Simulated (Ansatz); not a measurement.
# Zr4GeIr2: rattling a relaxed structure

The cell was found from a structure generator's guess, not taken from experiment.

The calculation used DFT PBE, scalar-relativistic, plane waves, PAW in Ansatz 0.2.0. Settings: cutoff 420 eV, Γ-centred mesh 12×12×4 on the computed 7-atom cell, Gaussian smearing of 0.10 eV; no spin polarisation.

The cell below (7 atoms, space group P-3m1 (No. 164)) is relaxed within its symmetry.

```
CELL_PARAMETERS angstrom
3.73518 0.00000 0.00000
-1.86759 3.23476 0.00000
0.00000 0.00000 12.61267
ATOMIC_POSITIONS crystal
Zr 0.66667 0.33333 0.37163
Zr 0.33333 0.66667 0.62837
Zr 0.33333 0.66667 0.89011
Zr 0.66667 0.33333 0.10989
Ge 0.00000 0.00000 0.50000
Ir 0.00000 0.00000 0.23011
Ir 0.00000 0.00000 0.76989
```

For the test it was strained at random (σ = 1.5 % a component), the atoms were moved at random (σ = 0.10 Å), and all was relaxed again on a coarse 6×6×2 mesh (in the run’s order of axes) with 0.20 eV smearing, with no symmetry imposed.

These runs have no spin–orbit coupling, which can matter for Ir.

Problem. Does it come back?

Solution. It returns, within 1 meV/atom of the unmoved cell on that mesh and with the same symmetry when read at 0.1 Å (C2/m at 0.01 Å, so small strains and shifts remain). No instability shows in this cell; modes of other wave vectors, which need another repeat, aren't tested.
